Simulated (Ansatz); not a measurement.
**Band structure of As**

```
CELL_PARAMETERS angstrom
1.87975 1.08527 3.48577
-1.87975 1.08527 3.48577
0.00000 -2.17055 3.48577
ATOMIC_POSITIONS crystal
As 0.22754 0.22754 0.22754
As 0.77246 0.77246 0.77246
```

Atoms are numbered in the order listed.

The structure is an experimental refinement, used without relaxation.

Level of theory: Ansatz 0.2.0, DFT, LDA, all-electron LAPW, scalar-relativistic.

Settings: a Γ-centred 13×13×13 k mesh, Fermi–Dirac smearing of 0.05 eV, basis error target 1 meV/atom, no spin polarisation.

Points in fractions of the reciprocal vectors of this cell: Γ (0, 0, 0), T (0.5, 0.5, 0.5), H2 (0.769, 0.231, 0.5), H0 (0.5, -0.231, 0.231), L (0.5, 0, 0), S0 (0.366, -0.366, 0), S2 (0.634, 0, 0.366), F (0.5, 0, 0.5). The path joins them by straight lines in the order Γ–T–H2–H0–L–Γ–S0–S2–F; legs that retrace an earlier one aren't tabulated. Energies are in eV from the Fermi level.

Task: Is there a gap?

Result: None at this level of theory (metallic, semimetallic, or a small gap that the functional closes).

Task: List the levels between -20 and 5 eV at the symmetry points.

Result: 
Γ: -15.15, -5.94, -2.57, -2.03 (×2), 1.72, 2.90 (×2)
T: -13.78, -10.21, -1.74 (×2), -0.70, 0.64 (×2), 1.71
H2: -11.81, -10.70, -5.95, -5.51, -1.36, 1.09
H0: -11.81, -10.70, -5.95, -5.51, -1.36, 1.09
L: -12.39, -11.23, -2.78, -2.77, -0.42, -0.41, 0.20, 1.19
S0: -11.67, -10.92, -6.23, -3.65, -3.59, 3.20 (×2)
S2: -11.67, -10.92, -6.23, -3.65, -3.59, 3.20 (×2)
F: -12.36, -9.77, -6.14, -4.32, -4.17, 1.45
